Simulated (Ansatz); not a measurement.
Given:

ScInCu$_{4}$:
```xyz
6
Lattice="0.0000 3.5071 3.5071 3.5071 0.0000 3.5071 3.5071 3.5071 0.0000" Properties=species:S:1:pos:R:3 pbc="T T T"
Sc     0.0000     0.0000     0.0000
In     1.7535     1.7535     1.7535
Cu     4.3849     4.3849     4.3849
Cu     2.6293     2.6293     4.3849
Cu     2.6293     4.3849     2.6293
Cu     4.3849     2.6293     2.6293
```

This is the r²SCAN-relaxed structure.

Task: All from the program Ansatz at the r²SCAN level (PAW), unless another level is named. Predict the formation energy from the elements (no fitted shifts).

Result: -0.31 eV/atom.

Task: Give the density of states at the Fermi level.

Result: 0.04 states/eV per atom (mean over ±0.08 eV).

Space group F-43m. The first step of the workflow began from a Materials Project structure, measured or hypothetical; the Crystallography Open Database copy checked does not list it. With Sc and In taken as one species the cell has the higher symmetry Fd-3m, so it may be an ordered model of a mixed-site phase. Its standing as an ambient phase is unchecked. Symmetry was held in the r²SCAN relaxation; whether a distortion lowers the energy is not shown. The run is not spin-polarised. The references are the lowest solids computed at this level, not always the standard phases. Scalar-relativistic: spin–orbit coupling is off unless named, which matters more the heavier the elements.

Potentials: the later of the program's two PAW sets.
